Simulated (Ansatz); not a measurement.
This run works on a generated trial structure, not on a known crystal.

Input and command of a plane-wave DFT calculation in Ansatz:

```yaml
crystal:
  lattice:
    - [7.05554289, 0.0, 0.0]
    - [-3.52777144, 6.11027938, 0.0]
    - [0.0, 0.0, 4.73227394]
  atoms:
    - { symbol: Na, position: [0.33333333, 0.66666667, 0.0] }
    - { symbol: Na, position: [0.66666667, 0.33333333, 0.0] }
    - { symbol: In, position: [0.33333333, 0.66666667, 0.5] }
    - { symbol: In, position: [0.66666667, 0.33333333, 0.5] }
    - { symbol: Sn, position: [0.5, 0.0, 0.0] }
    - { symbol: Sn, position: [0.0, 0.5, 0.0] }
    - { symbol: Sn, position: [0.5, 0.5, 0.0] }
basis:
  ecutwfc: 420
kpoints:
  mp_grid: { grid: [3, 3, 4] }
hamiltonian:
  xc: pbe
scf:
  occupations: { method: gaussian, width: 0.2 }
  lower_state_search: "off"
output:
  forces: true
  stress: true
  eigenvalues: true
relax:
  adjacent_minimum: "off"
  f_tol: 0.08
  max_steps: 16
  cell: { stress_tol: 0.8 }
```

```bash
ansatz run input.yaml --threads 1 --pin off --max-ram 2560MiB --backend cpu --events-out ev --progress --plain --runs-dir out
```

Processor: Arm Neoverse V1, 1 thread, on a host shared with other jobs.

Q: How long does it run, and how much memory does it take?

A: About 100 s, peak memory 0.69 GiB. It solves 52 bands at 9 k points (after reduction by symmetry) with about 9199 plane waves (on the last cell), in 66 SCF iterations over 11 ionic steps.
